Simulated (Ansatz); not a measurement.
# Ansatz 0.2.0, single run: MnCoSnH

Run with:

```bash
ansatz run input.yaml --threads 1 --pin off --max-ram 2560MiB --backend cpu --events-out ev --progress --plain --runs-dir out
```

input.yaml:

```yaml
crystal:
  lattice:
    - [3.781225, 0.0, 0.0]
    - [0.0, 3.781225, 0.0]
    - [0.0, 0.0, 7.239549]
  atoms:
    - { symbol: Mn, position: [0.25, 0.25, 0.6709] }
    - { symbol: Mn, position: [0.75, 0.75, 0.3291] }
    - { symbol: H, position: [0.25, 0.75, 0.5] }
    - { symbol: H, position: [0.75, 0.25, 0.5] }
    - { symbol: Sn, position: [0.25, 0.25, 0.1643] }
    - { symbol: Sn, position: [0.75, 0.75, 0.8357] }
    - { symbol: Co, position: [0.75, 0.25, 0.0] }
    - { symbol: Co, position: [0.25, 0.75, 0.0] }
  symmetry: { tolerance: 0.0003 }
kpoints:
  mp_grid: { grid: [5, 5, 3], shift: [0, 0, 0] }
magnetization:
  spin_polarized: false
scf:
  occupations: { method: gaussian, width: 0.005 }
hamiltonian:
  pseudopotentials: { kind: paw }
  xc: pbe
basis:
  ecutwfc: 420
output:
  forces: true
  stress: true
  eigenvalues: true
  write_density: true
  write_potential: true
  elf: true
  volumetric_format: npy
```

Origin of the cell: a known structure type with other elements, at an estimated volume, so it need not be a known compound.

Output (shortened):

```
Pseudopotentials: kind: paw
Pseudopotential: Mn, paw, valence charge 15, recommended cutoff 420 eV (normal), Mn.paw.azcp
Pseudopotential: H, paw, valence charge 1, recommended cutoff 420 eV (normal), H.paw.azcp
Pseudopotential: Sn, paw, valence charge 14, recommended cutoff 420 eV (normal), Sn.paw.azcp
Pseudopotential: Co, paw, valence charge 17, recommended cutoff 420 eV (normal), Co.paw.azcp
Functional definition: PBE
  exchange = pbe_x(kappa = kappa, mu = beta*pi^2/3)
  correlation = pbe_c(beta = beta)
Crystal: 8 atoms, lattice volume = 103.509 Å³
Basis set: ecut = 420 eV, 2009 PW (Γ), exchange–correlation on 54×54×100 points (8 copies of the dense FFT grid, shifted against one another)
Bands: 57, of which v1, the nominal top of the filled ones, is band 47 counted from 1 (46 counted from 0)
Symmetry: 16 space group operations
[… 10 lines left out …]
Initial density: superposition of atomic densities (neutral atoms: chi_scale 0, normalization atom), corrected by the library's trained network
Functional: x = pbe(κ = 0.804, μ = 0.219515), c = pbe(β = 0.066725)
SCF iter   1: F=—  HF=-30120.948041 eV  Δρ=1.34e-2  dr2=9.80e-2
SCF iter   2: F=—  HF=-30120.943362 eV  Δρ=7.43e-3  dr2=2.79e-2  defer=35
SCF iter   3: F=—  HF=-30120.942695 eV  Δρ=3.59e-3  dr2=6.26e-3  defer=46
SCF iter   4: F=—  HF=-30120.941966 eV  Δρ=8.25e-4  dr2=3.01e-4  defer=46
SCF iter   5: F=—  HF=-30120.941962 eV  Δρ=3.76e-4  dr2=1.15e-4  defer=46
SCF iter   6: F=—  HF=-30120.941937 eV  Δρ=2.05e-4  dr2=1.95e-5  defer=46
SCF iter   7: F=—  HF=-30120.941898 eV  Δρ=3.61e-5  dr2=1.85e-6  defer=46
SCF iter   8: F=—  HF=-30120.941898 eV  Δρ=1.67e-5  dr2=3.41e-7  defer=46
SCF iter   9: F=—  HF=-30120.941898 eV  Δρ=9.84e-6  dr2=1.69e-7
SCF iter  10: F=-30120.941898 eV  HF=-30120.941898 eV  Δρ=2.85e-6  dr2=2.17e-8
SCF 1 converged in 10 iterations: F = -30120.941898 eV  dr2 = 2.17e-8
SCF converged after 10 iterations
Free energy (F): -30120.941898 eV
Harris-Foulkes:  -30120.941898 eV  (|F-HF|=1.99e-8)
Internal energy: -30120.940632 eV  (E = F + TS)
E sigma→0 (E₀):  -30120.941265 eV
Entropy (-TS):   -0.001266 eV (-0.158 meV/atom)
Fermi energy:    13.708909 eV
--- Per-component energies (eV) ---
  E_band       = -1208.968431
  E_kinetic    = 1940.444883
  E_local      = -15787.024371  (includes V_loc(G=0)·N_el)
  E_nonlocal   = 1361.651935
  E_hartree    = 7266.513088
  E_xc         = -1327.421165
  E_vxc        = -916.164273  (∫ρ·V_xc dr)
  E_paw        = -13934.366542  (= ΣΔE_a)
  E_vpaw       = -2340.918838  (= ΣTr[D̂ρ^β])
  E_aug_tail   = -0.001715  (compensation charges beyond the density's cutoff)
  E_ewald      = -9640.736745
  E_smearing   = -0.001266  (= −TS)
  Σ components = -30120.941898   (vs F -30120.941898, Δ=0.00e0)
--- Forces (eV/Å), atoms counted from 1 ---
  atom   1  Mn     0.000000     0.000000    -0.747513
  atom   2  Mn     0.000000     0.000000     0.747513
  atom   3  H     -0.000000     0.000000     0.000000
  atom   4  H      0.000000     0.000000     0.000000
  atom   5  Sn     0.000000     0.000000     7.869126
  atom   6  Sn     0.000000     0.000000    -7.869126
  atom   7  Co    -0.000000     0.000000    -0.000000
  atom   8  Co    -0.000000     0.000000     0.000000
  max |Σ_I F_I| component: 8.67e-19 eV/Å
--- Stress (GPa, compression-positive) ---
       16.653832       0.000000       0.000000
        0.000000      16.653832       0.000000
        0.000000       0.000000       8.229380
  P = ⅓ Tr σ = 13.8457 GPa (138.457 kbar)
```

Caveats: no spin polarisation, so a magnetic state may lie lower; the given cell is far from equilibrium, with atoms too close or a volume far off; the k mesh is coarse if the cell is a metal.

The run took 8.5 s on 1 thread of Arm Neoverse V1, with other jobs on the host, peak memory 0.41 GiB, from the program's own first density.
